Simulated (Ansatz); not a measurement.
**Property card for Ru**

Ru:
```cif
data_Ru
_chemical_formula_sum 'Ru1'
_space_group_name_H-M_alt 'P 1'
_space_group_IT_number 1
_cell_length_a 2.66710
_cell_length_b 2.66710
_cell_length_c 2.66710
_cell_angle_alpha 105.243
_cell_angle_beta 105.243
_cell_angle_gamma 118.306
loop_
_space_group_symop_operation_xyz
  'x, y, z'
loop_
_atom_site_label
_atom_site_type_symbol
_atom_site_fract_x
_atom_site_fract_y
_atom_site_fract_z
_atom_site_occupancy
Ru1 Ru 0.00000 0.00000 0.00000 1
```
The run is spin-polarised; directions of the spins, atom by atom: ↑.

Space group I4/mmm (No. 139), body-centred tetragonal; conventional cell a = 3.2383 Å, b = 3.2383 Å, c = 2.7351 Å, α = 90.00°, β = 90.00°, γ = 90.00°.

Method: PBE in the plane-wave PAW code Ansatz. Geometry: relaxed at this level of theory. Other levels are named where they apply.

### Cell and energy

- Volume per atom = 14.34 Å³
- Density = 11.70 g/cm³

### Electronic structure

Electronic character: metallic (no gap)
Density of states at the Fermi level: 1.4 states/eV per atom (mean over ±0.08 eV)

### Magnetism

- Magnetic order: ferromagnetic
- Net moment: 0.60 μB per atom

### Mechanics

- Bulk modulus (Birch–Murnaghan fit): 265 GPa
- Pressure derivative B′: 5.0

The start of the workflow was typed in or built on a structure type; neither database checked (COD, Materials Project) lists it. It is not the phase usual at ambient conditions (space group No. 194). The cell was relaxed with PBE under the symmetry of its start; whether a distortion lowers the energy is not shown. The final state is ferromagnetic, chosen from 4 collinear starts compared on coarse meshes (ties went to the first, and starts can fall back to one state), not a proven ground state. Axis ratios of metals converge slowly with the k-mesh, so a and c are less sure than the volume. Spin–orbit coupling is left out wherever it is not named.

Potentials: the later of the program's two PAW sets.
